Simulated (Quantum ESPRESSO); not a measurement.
## W3RhAl2HfIr (finding a planted mistake in a log)

Computed values, not a measurement. The program is pw.x of Quantum ESPRESSO 7.5 (plane-wave density functional theory). The cell is made up: eight metal atoms on a face-centred cubic lattice, with elements, volume, strain and displacements drawn at random and not relaxed, so it may be unstable or far from any real phase. PseudoDojo standard norm-conserving files set the functional (PBE unless stated); there is no spin polarisation or spin-orbit coupling, the Fermi-Dirac width of 0.25 eV means electrons at about 2900 K, and the masses in the input are unused placeholders. Heavy elements are run without spin-orbit coupling, which real alloys of them have. A spin test at this wide smearing found no moment, but such smearing suppresses magnetism that the real alloy may have.

Intended input:

```
&control calculation='scf', pseudo_dir='./dojo.nc.sr.pbe.v0_5.standard.upf', outdir='./o', disk_io='minimal', tprnfor=.true., tstress=.true. /
&system ibrav=0, nat=8, ntyp=5, nbnd=63, ecutwfc=87.97787729, nosym=.true., tot_charge=0,
 occupations='smearing', smearing='fd', degauss=0.0183746611
/
&electrons conv_thr=1.470e-08, electron_maxstep=70, mixing_beta=0.5 /
ATOMIC_SPECIES
Al 1.0 Al.upf
Hf 1.0 Hf.upf
Ir 1.0 Ir.upf
Rh 1.0 Rh.upf
W 1.0 W.upf
CELL_PARAMETERS angstrom
-0.0205 0.0619 -4.0613
4.0653 -0.0262 0.0205
0.0523 -8.0776 0.1237
ATOMIC_POSITIONS angstrom
W -0.0458 -0.1058 -0.0725
Rh 0.0117 -3.9368 -0.1067
Al 2.0772 -1.9679 0.1031
W 2.0581 -6.1128 0.1961
W 0.0257 -2.0735 -1.9584
Hf 0.1205 -6.1135 -1.9335
Al 1.8554 0.0505 -2.0074
Ir 2.1101 -4.0368 -2.0478
K_POINTS automatic
6 6 3 1 1 1
```

The log is shortened where brackets say so; the opening notice, blank lines, dates and the lines on written files are dropped, and the path of the files is cut. It prints rydbergs, bohrs and kilobars, and counts compression as positive stress. Its total energy is the free energy E - TS of the whole cell.

Log of the intended run:

```
     Program PWSCF v.7.5
     Parallel version (MPI & OpenMP), running on       4 processor cores
     Number of MPI processes:                 4
     Threads/MPI process:                     1
     [start-up lines left out]
     bravais-lattice index     =            0
     lattice parameter (alat)  =       7.6757  a.u.
     unit-cell volume          =     899.7182 (a.u.)^3
     number of atoms/cell      =            8
     number of atomic types    =            5
     number of electrons       =        94.00
     number of Kohn-Sham states=           63
     kinetic-energy cutoff     =      87.9779  Ry
     charge density cutoff     =     351.9115  Ry
     scf convergence threshold =      1.5E-08
     mixing beta               =       0.5000
     number of iterations used =            8  plain     mixing
     Exchange-correlation= PBE
                           (   1   4   3   4   0   0   0)
     [axes and pseudopotential details left out]
   Cartesian axes
     site n.     atom                  positions (alat units)
         1        W      tau(   1) = (  -0.0112757  -0.0260474  -0.0178491  )
         2        Rh     tau(   2) = (   0.0028805  -0.9692199  -0.0262690  )
         3        Al     tau(   3) = (   0.5113959  -0.4844868   0.0253827  )
         4        W      tau(   4) = (   0.5066936  -1.5049399   0.0482788  )
         5        W      tau(   5) = (   0.0063272  -0.5104850  -0.4821480  )
         6        Hf     tau(   6) = (   0.0296665  -1.5051122  -0.4760177  )
         7        Al     tau(   7) = (   0.4567899   0.0124328  -0.4942115  )
         8        Ir     tau(   8) = (   0.5194957  -0.9938394  -0.5041578  )
     number of k points=    54  Fermi-Dirac smearing, width (Ry)=  0.0184
                       cart. coord. in units 2pi/alat
        k(    1) = (   0.0831459  -0.0845725  -0.0850528), wk =   0.0370370
        k(    2) = (   0.0852813   0.2507529  -0.0799527), wk =   0.0370370
     [further k points left out]
     Dense  grid:   100291 G-vectors     FFT dimensions: (  45,  45,  96)
     Estimated max dynamical RAM per process >     356.23 MB
     Estimated total dynamical RAM >       1.32 GB
     Initial potential from superposition of free atoms
     starting charge      93.9909, renormalised to      94.0000
     Starting wfcs are   68 randomized atomic wfcs
     total cpu time spent up to now is        5.9 secs
     per-process dynamical memory:   279.6 Mb
     Self-consistent Calculation
     iteration #  1     ecut=    87.98 Ry     beta= 0.50
     Davidson diagonalization with overlap
     ethr =  1.00E-02,  avg # of iterations =  3.1
     total cpu time spent up to now is       18.9 secs
     total energy              =   -1040.94116272 Ry
     estimated scf accuracy    <       2.00622596 Ry
     iteration #  2     ecut=    87.98 Ry     beta= 0.50
     Davidson diagonalization with overlap
     ethr =  2.13E-03,  avg # of iterations =  3.8
     total cpu time spent up to now is       33.1 secs
     total energy              =   -1039.54144537 Ry
     estimated scf accuracy    <      41.77734927 Ry
     [iterations 3 to 15 left out]
     iteration # 16     ecut=    87.98 Ry     beta= 0.50
     Davidson diagonalization with overlap
     ethr =  1.39E-10,  avg # of iterations =  1.0
     total cpu time spent up to now is      193.1 secs
     total energy              =   -1042.18176469 Ry
     estimated scf accuracy    <       0.00000003 Ry
     iteration # 17     ecut=    87.98 Ry     beta= 0.50
     Davidson diagonalization with overlap
     ethr =  2.98E-11,  avg # of iterations =  1.9
     total cpu time spent up to now is      203.6 secs
     End of self-consistent calculation
     [lines on levels left out]
!    total energy              =   -1042.18176468 Ry
     estimated scf accuracy    <       0.00000001 Ry
     smearing contrib. (-TS)   =      -0.08893370 Ry
     internal energy E=F+TS    =   -1042.09283098 Ry
     The total energy is F=E-TS. E is the sum of the following terms:
     one-electron contribution =    -354.81824145 Ry
     hartree contribution      =     221.83898849 Ry
     xc contribution           =    -213.68127714 Ry
     ewald contribution        =    -695.43230089 Ry
     convergence has been achieved in  17 iterations
     Forces acting on atoms (cartesian axes, Ry/au):
     atom    1 type  5   force =     0.00730823   -0.02716662    0.03185320
     atom    2 type  4   force =     0.01492017   -0.00548798    0.03078250
     atom    3 type  1   force =    -0.01500459   -0.06145990   -0.00878245
     atom    4 type  5   force =     0.03840288    0.00632935   -0.05253430
     atom    5 type  5   force =    -0.01489304    0.01577743   -0.01540190
     atom    6 type  2   force =    -0.08222367    0.08805576    0.02177413
     atom    7 type  1   force =     0.06580701   -0.04421788   -0.00579459
     atom    8 type  3   force =    -0.01431699    0.02816983   -0.00189659
     Total force =     0.185415     Total SCF correction =     0.000501
     Computing stress (Cartesian axis) and pressure
          total   stress  (Ry/bohr**3)                   (kbar)     P=      -66.77
  -0.00021382   0.00001417  -0.00009884          -31.45        2.08      -14.54
   0.00001417  -0.00082165   0.00010998            2.08     -120.87       16.18
  -0.00009884   0.00010998  -0.00032628          -14.54       16.18      -48.00
     init_run     :      5.50s CPU      5.68s WALL (       1 calls)
     electrons    :    197.31s CPU    197.77s WALL (       1 calls)
     forces       :      2.47s CPU      2.49s WALL (       1 calls)
     stress       :      8.60s CPU      8.77s WALL (       1 calls)
     [timing details left out]
     PWSCF        :   3m34.07s CPU   3m34.96s WALL
     JOB DONE.
```

A second run was made from an input with one planted mistake. Its log:

```
     Program PWSCF v.7.5
     Parallel version (MPI & OpenMP), running on       4 processor cores
     Number of MPI processes:                 4
     Threads/MPI process:                     1
     [start-up lines left out]
     bravais-lattice index     =            0
     lattice parameter (alat)  =       7.6757  a.u.
     unit-cell volume          =     899.7182 (a.u.)^3
     number of atoms/cell      =            8
     number of atomic types    =            5
     number of electrons       =        94.00
     number of Kohn-Sham states=           63
     kinetic-energy cutoff     =      87.9779  Ry
     charge density cutoff     =     351.9115  Ry
     scf convergence threshold =      1.5E-08
     mixing beta               =       0.5000
     number of iterations used =            8  plain     mixing
     Exchange-correlation= PBE
                           (   1   4   3   4   0   0   0)
     [axes and pseudopotential details left out]
   Cartesian axes
     site n.     atom                  positions (alat units)
         1        W      tau(   1) = (  -0.0112757  -0.0260474   0.0412376  )
         2        Rh     tau(   2) = (   0.0028805  -0.9692199  -0.0262690  )
         3        Al     tau(   3) = (   0.5113959  -0.4844868   0.0253827  )
         4        W      tau(   4) = (   0.5066936  -1.5049399   0.0482788  )
         5        W      tau(   5) = (   0.0063272  -0.5104850  -0.4821480  )
         6        Hf     tau(   6) = (   0.0296665  -1.5051122  -0.4760177  )
         7        Al     tau(   7) = (   0.4567899   0.0124328  -0.4942115  )
         8        Ir     tau(   8) = (   0.5194957  -0.9938394  -0.5041578  )
     number of k points=    54  Fermi-Dirac smearing, width (Ry)=  0.0184
                       cart. coord. in units 2pi/alat
        k(    1) = (   0.0831459  -0.0845725  -0.0850528), wk =   0.0370370
        k(    2) = (   0.0852813   0.2507529  -0.0799527), wk =   0.0370370
     [further k points left out]
     Dense  grid:   100291 G-vectors     FFT dimensions: (  45,  45,  96)
     Estimated max dynamical RAM per process >     356.23 MB
     Estimated total dynamical RAM >       1.32 GB
     Initial potential from superposition of free atoms
     starting charge      93.9909, renormalised to      94.0000
     Starting wfcs are   68 randomized atomic wfcs
     total cpu time spent up to now is        5.6 secs
     per-process dynamical memory:   279.6 Mb
     Self-consistent Calculation
     iteration #  1     ecut=    87.98 Ry     beta= 0.50
     Davidson diagonalization with overlap
     ethr =  1.00E-02,  avg # of iterations =  3.2
     total cpu time spent up to now is       18.1 secs
     total energy              =   -1040.90118207 Ry
     estimated scf accuracy    <       2.05483960 Ry
     iteration #  2     ecut=    87.98 Ry     beta= 0.50
     Davidson diagonalization with overlap
     ethr =  2.19E-03,  avg # of iterations =  3.9
     total cpu time spent up to now is       31.9 secs
     total energy              =   -1039.45019648 Ry
     estimated scf accuracy    <      43.36187046 Ry
     [iterations 3 to 15 left out]
     iteration # 16     ecut=    87.98 Ry     beta= 0.50
     Davidson diagonalization with overlap
     ethr =  7.69E-11,  avg # of iterations =  1.1
     total cpu time spent up to now is      188.5 secs
     total energy              =   -1042.17317844 Ry
     estimated scf accuracy    <       0.00000005 Ry
     iteration # 17     ecut=    87.98 Ry     beta= 0.50
     Davidson diagonalization with overlap
     ethr =  5.17E-11,  avg # of iterations =  1.1
     total cpu time spent up to now is      198.4 secs
     End of self-consistent calculation
     [lines on levels left out]
!    total energy              =   -1042.17317844 Ry
     estimated scf accuracy    <          6.3E-09 Ry
     smearing contrib. (-TS)   =      -0.08963019 Ry
     internal energy E=F+TS    =   -1042.08354825 Ry
     The total energy is F=E-TS. E is the sum of the following terms:
     one-electron contribution =    -355.11576548 Ry
     hartree contribution      =     221.98077010 Ry
     xc contribution           =    -213.68716907 Ry
     ewald contribution        =    -695.26138381 Ry
     convergence has been achieved in  17 iterations
     Forces acting on atoms (cartesian axes, Ry/au):
     atom    1 type  5   force =     0.00824932   -0.03420822   -0.06978998
     atom    2 type  4   force =     0.01457699   -0.00738512    0.03622014
     atom    3 type  1   force =    -0.01495844   -0.06176634   -0.00805802
     atom    4 type  5   force =     0.03818519    0.00653389   -0.04066943
     atom    5 type  5   force =    -0.01540449    0.01652720    0.00171390
     atom    6 type  2   force =    -0.08110168    0.09381586    0.05422641
     atom    7 type  1   force =     0.06459038   -0.04449742    0.02802854
     atom    8 type  3   force =    -0.01413727    0.03098015   -0.00167156
     Total force =     0.204644     Total SCF correction =     0.000347
     Computing stress (Cartesian axis) and pressure
          total   stress  (Ry/bohr**3)                   (kbar)     P=      -64.54
  -0.00019827   0.00001916  -0.00003190          -29.17        2.82       -4.69
   0.00001916  -0.00079977   0.00021803            2.82     -117.65       32.07
  -0.00003190   0.00021803  -0.00031820           -4.69       32.07      -46.81
     init_run     :      5.34s CPU      5.50s WALL (       1 calls)
     electrons    :    192.45s CPU    192.85s WALL (       1 calls)
     forces       :      2.41s CPU      2.44s WALL (       1 calls)
     stress       :      8.50s CPU      8.67s WALL (       1 calls)
     [timing details left out]
     PWSCF        :   3m28.82s CPU   3m29.63s WALL
     JOB DONE.
```

Question: the log repeats what the program read. Compare it with the intended run: what was wrong in the second input?

Answer: one coordinate of one atom is wrong. The input lines that differ:

```
- W -0.0458 -0.1058 -0.0725
+ W -0.0458 -0.1058 0.1675
```

|  | intended run | run with the mistake |
| --- | --- | --- |
| free energy (eV) | -14179.605 | -14179.488 |
| entropy term -TS, part of it (eV) | -1.210 | -1.219 |
| pressure (GPa) | -6.68 | -6.45 |
| size of the largest force component (eV/Å) | 2.264 | 2.412 |
| largest change of a force component (eV/Å) |  | 2.613 |
| iterations | 17 | 17 |

For scale, a rerun of the intended cell at a higher cutoff and on a denser mesh moved values by no more than 0.003 eV in energy, 0.02 GPa in stress and 0.005 eV/Å in force, and a second program with other atomic files agreed on that cell to 2 % rms in force and 0.5 GPa in pressure.